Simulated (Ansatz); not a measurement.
One crystal and one scan (frozen-phonon scan) at two levels, r2SCAN (plane waves to 500 eV, PAW, scalar-relativistic; Ansatz, an electronic-structure program) and PBE (plane waves to 420 eV, PAW, scalar-relativistic; Ansatz), each from its own relaxed cell and on its own mesh. The cell shown is that of r2SCAN.

Starting cell, BAs (zinc blende):

```
BAs
1.0
    0.00000     4.78259     4.78259
    2.39129     0.00000     2.39129
    2.39129     2.39129     0.00000
As B
2 2
Direct
  0.37500   0.75000   0.75000
  0.87500   0.75000   0.75000
  0.00000   0.00000   0.00000
  0.50000   0.00000   0.00000
```

The atoms are displaced by Q × the pattern below (from a DFPT mode at L = (0.5, 0.0, 0.0), largest move 1; Q in Å), at fixed cell. It is one choice among 2 degenerate patterns. (q is in reciprocal vectors of the primitive cell; the cell shown is doubled to hold the pattern.)

```json
[
 {"atom": "As1", "x": "0.036", "y": "-0.066", "z": "0.102"},
 {"atom": "As2", "x": "-0.036", "y": "0.066", "z": "-0.102"},
 {"atom": "B3", "x": "0.285", "y": "-0.520", "z": "0.805"},
 {"atom": "B4", "x": "-0.285", "y": "0.520", "z": "-0.805"}
]
```

BAs was relaxed with its symmetry unable to fall. The PAW data are Ansatz's earlier set. Percentages come from the unrounded values. Both scans cover Q from -0.100 to 0.100 Å.

Results of r2SCAN:

| Property | Result |
|---|---|
| Lattice constant a (Å) | 4.783 |
| Band gap of the relaxed cell, no spin-orbit coupling (eV) | 1.38 |
| Energy at Q = 0.100 Å (meV/cell) | 198.2 |
| Harmonic wavenumber from the curvature (finite differences) (cm⁻¹ (negative: imaginary)) | 669 |
| Space group of the distorted cell | P1 (No. 1), lowered from F-43m |
| Symmetry of the curve | even: the same for both signs |
| Shape of the curve | a single well with its minimum at or next to zero displacement |

Task: Estimate the PBE values.

Result: 
```json
[
 {"quantity": "Lattice constant a (Å)", "PBE": "4.809", "r2SCAN − PBE": "-0.026 (-0.6 %)"},
 {"quantity": "Band gap of the relaxed cell, no spin-orbit coupling (eV)", "PBE": "1.21", "r2SCAN − PBE": "+0.17 (+14 %)"},
 {"quantity": "Energy at Q = 0.100 Å (meV/cell)", "PBE": "187.1", "r2SCAN − PBE": "+11.1 (+5.9 %)"},
 {"quantity": "Harmonic wavenumber from the curvature (finite differences) (cm⁻¹ (negative: imaginary))", "PBE": "650", "r2SCAN − PBE": "+19 (+2.9 %)"}
]
```

r2SCAN gives the higher value for: band gap of the relaxed cell, no spin-orbit coupling; energy at Q = 0.100 Å; harmonic wavenumber from the curvature. r2SCAN gives the lower value for: lattice constant a. Both give the same space group of the distorted cell: P1 (No. 1), lowered from F-43m. Neither level is exact: the differences show how much the result hangs on the functional.

(For displaced atoms, the force is minus the slope of the energy, and its curvature is a force constant, which sets phonon frequencies.)
